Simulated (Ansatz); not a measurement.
InPd:
```yaml
crystal:
  lattice:
    - [3.30538, 0.00000, 0.00000]
    - [0.00000, 3.30538, 0.00000]
    - [0.00000, 0.00000, 3.30538]
  atoms:
    - { symbol: In, position: [0.00000, 0.00000, 0.00000] }
    - { symbol: Pd, position: [0.50000, 0.50000, 0.50000] }
```

Relaxed with PBE. Special points in fractions of this cell's reciprocal vectors: Γ (0.000, 0.000, 0.000); X (0.000, 0.500, 0.000); M (0.500, 0.500, 0.000); R (0.500, 0.500, 0.500).

**Question.** List the band energies nearest the Fermi level at these points for PBE with spin–orbit coupling (plane waves, PAW; program Ansatz).

**Answer.** In eV from the Fermi level; about four levels below and three above (degenerate sets whole), none deeper than 8.9 eV; points with the same levels are listed once.

```
k                                below                          above
-  -----------------------------------  -----------------------------
Γ  -2.31 -2.31 -2.31 -2.31 -2.04 -2.04  3.66 3.66 4.38 4.38 4.38 4.38
X              -2.27 -2.27 -1.10 -1.10            8.94 8.94 9.56 9.56
M              -2.19 -2.19 -1.67 -1.67            1.30 1.30 2.35 2.35
R  -1.64 -1.64 -1.64 -1.64 -0.22 -0.22  3.50 3.50 3.85 3.85 3.85 3.85
```

Space group Pm-3m (CsCl type). Symmetry was held in the PBE relaxation. The run is not spin-polarised.

Potentials: the later of the program's two PAW sets.
